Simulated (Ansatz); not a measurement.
Relaxed-ion elastic tensor of GaAs (CsCl type, Pm-3m) in GPa (Voigt order), r²SCAN in the plane-wave PAW code Ansatz; density 6.43 g/cm³, 18.68 Å³ per atom.

```
56.1  71.1  71.1   0.0   0.0   0.0
71.1  56.1  71.1   0.0   0.0   0.0
71.1  71.1  56.1   0.0   0.0   0.0
 0.0   0.0   0.0  14.2   0.0   0.0
 0.0   0.0   0.0   0.0  14.2   0.0
 0.0   0.0   0.0   0.0   0.0  14.2
```

Task: Is the crystal mechanically stable?

Result: No: the smallest eigenvalue of C is -15.0 GPa.

A made-up cell: these elements were put on the sites of a structure type; neither database checked (COD, Materials Project) lists it. It is not the phase usual at ambient conditions (space group No. 216). The r²SCAN relaxation kept the symmetry of its start. At this level the phase is mechanically unstable. As this level gives no gap, shear constants depend on the k-mesh and smearing (Fermi–Dirac, 0.1 eV here).

Potentials: the earlier of the program's two PAW sets.
